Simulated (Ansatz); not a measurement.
# Structure relaxation of Sc2Al

Computed with DFT r2SCAN, scalar-relativistic, plane waves, PAW in Ansatz. Cutoff 500 eV, Γ-centred k mesh, Gaussian smearing, no spin polarisation in the final step.

This is the end of a relaxation of cell and atoms.

```yaml
crystal:
  lattice:
    - [-1.57159, 1.57159, 6.45337]
    - [1.57159, -1.57159, 6.45337]
    - [1.57159, 1.57159, -6.45337]
  atoms:
    - { symbol: Sc, position: [0.65328, 0.65328, 0.00000] }
    - { symbol: Sc, position: [0.34672, 0.34672, 0.00000] }
    - { symbol: Al, position: [0.00000, 0.00000, 0.00000] }
```

(1) What space group does it have?

(2) Is it a metal?

Results:

(1) I4/mmm (No. 139). Conventional cell: a = 3.143 Å, c = 12.907 Å. Around Sc lie 4 Al at 2.98 Å, 4 Sc at 3.14 Å and 4 Sc at 3.34 Å (next Sc at 3.96 Å); Al has 8 Sc at 2.98 Å and 4 Al at 3.14 Å.

(2) Yes, bands cross the Fermi level on the 18×18×18 mesh.

The final run used a 18×18×18 mesh on its 3-atom cell and 0.10 eV smearing. The cell came from a trial start, so Sc2Al may not exist in this structure.

Cost: 2 runs of about 21 core-minutes in all, on Arm Neoverse V1 (shared hosts).